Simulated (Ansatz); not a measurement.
Be4H in space group P-3m1 (No. 164; Be on 2d, Be on 2d, H on 1b), plane-wave PAW LDA (Ansatz code), all energies at zero smearing, with the estimated change up to a 700 eV cutoff added, with one set of potentials and settings (totals compare only within such a set). Cell of 5 atoms (4 Be, 1 H): -367.367 eV.

| element | reference phase | E (eV/atom) |
|---|---|---|
| Be | P6_3/mmc, 2 atoms in the cell | -88.2331 |
| H | Cmce, 4 atoms in the cell | -15.5383 |

Formation energy per atom, worked out: (-367.367 − 4×(-88.2331) − 1×(-15.5383))/5 = 0.221 eV/atom (21 kJ per mol of atoms), at 0 K, without zero-point energy or fitted corrections.

The start of the workflow was typed in or built on a structure type; neither database checked (COD, Materials Project) lists it. Whether it is the stable phase at ambient conditions was not checked. Symmetry was held in the LDA relaxation. At this level the phase is dynamically unstable (imaginary phonons). Its formation energy is positive at this level, so the cell may be metastable or incomplete. A crystal of weakly bound units computed without a dispersion correction: the cell and the soft elastic constants depend strongly on that. The references are the lowest solids computed at this level, not always the standard phases (solids in place of the gases).

Potentials: the earlier of the program's two PAW sets. The files were generated under PBE; for other functionals the program regenerates the frozen cores, and for LDA and PBEsol the local potential too.
